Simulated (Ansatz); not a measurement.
**What DFT gives for Rb3ScBe6**

```
Rb Be Sc
1.0
     0.00000    4.68857    4.68857
     4.68857    0.00000    4.68857
     4.68857    4.68857    0.00000
Rb Be Sc
3 6 1
Direct
  0.25000 0.25000 0.25000
  0.75000 0.75000 0.75000
  0.50000 0.50000 0.50000
  0.22990 0.77010 0.77010
  0.77010 0.22990 0.77010
  0.77010 0.22990 0.22990
  0.22990 0.77010 0.22990
  0.77010 0.77010 0.22990
  0.22990 0.22990 0.77010
  0.00000 0.00000 0.00000
```

Single point in Ansatz 0.2.0 with a composed functional ({exchange: pbe, correlation: pbe, exx: [{coeff: 0.249, omega: 0.905}, {coeff: 0.088}]}), no spin polarisation. Cutoff 420 eV, PAW datasets, 4×4×4 Γ-centred k mesh, methfessel-paxton filling (width 0.0598 eV).

What does the stress say?

The pressure is 15.1 GPa (compression positive), so with the atoms held at these fractions the cell would first expand.

Where is the largest force?

The largest is on Be5 (and as large on other atoms): 0.54 eV/Å, components (0.00, 0.54, 0.00). It makes 0° with the line to a nearest neighbour, Sc10 at 2.16 Å, pointing towards it.

Metal or insulator?

It is a metal, with about 1.7 states/eV a cell as the mean within 0.25 eV of the Fermi level.

Give the Bader charges.

Bader charges in e: Rb -0.05 to +0.59, Sc -0.39, Be -0.12. In the mean Rb gives up most and Sc takes most.

Origin: a known structure type with other elements, at an estimated volume, so it need not be a known compound. Caveats: the exchange threshold is loose for a stress; the SCF threshold is loose for a stress; atoms or cell far from equilibrium.

Run time, from the program's own first density: 96 s on 2 threads of Intel(R) Xeon(R) 6975P-C (Granite Rapids) (shared host), peak memory 3.4 GiB. The time holds forces, stress, Bader, DOS, ELF.
